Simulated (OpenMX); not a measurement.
**AlN and the effect of the dispersion correction**

```cif
data_structure
_symmetry_space_group_name_H-M 'P 1'
_symmetry_Int_Tables_number 1
_cell_length_a 3.1130
_cell_length_b 3.1130
_cell_length_c 4.9810
_cell_angle_alpha 90.000
_cell_angle_beta 90.000
_cell_angle_gamma 120.000
_cell_volume 41.80
loop_
_atom_site_label
_atom_site_type_symbol
_atom_site_fract_x
_atom_site_fract_y
_atom_site_fract_z
_atom_site_occupancy
Al1 Al 0.66667 0.33333 0.50000 1
Al2 Al 0.33333 0.66667 0.00000 1
N1 N 0.66667 0.33333 0.88000 1
N2 N 0.33333 0.66667 0.38000 1
```

Kept alike: task single point; functional PBE; k mesh 7 × 7 × 5; occupations fermi-dirac, width 0.05 eV; no spin polarisation. Program: OpenMX, OpenMX 2013 PBE set, Al7.0-s2p2d1, N6.0-s2p2d1, grid cutoff 400 Ry. The mesh is that of the run's cell of 4 atoms. No spin-orbit coupling.

| dispersion correction | pressure (GPa) |
| --- | --- |
| D3(zero) | 0.07 |
| D3(BJ) | -1.41 |
| D4 | -1.84 |
| none | 2.84 |

Pressure is positive in compression.

Problem. What does the dispersion correction change here?

Solution. The pressure runs from -1.84 (D4) to 2.84 GPa (none). Dispersion terms mostly attract, so at fixed cell they lower the pressure.
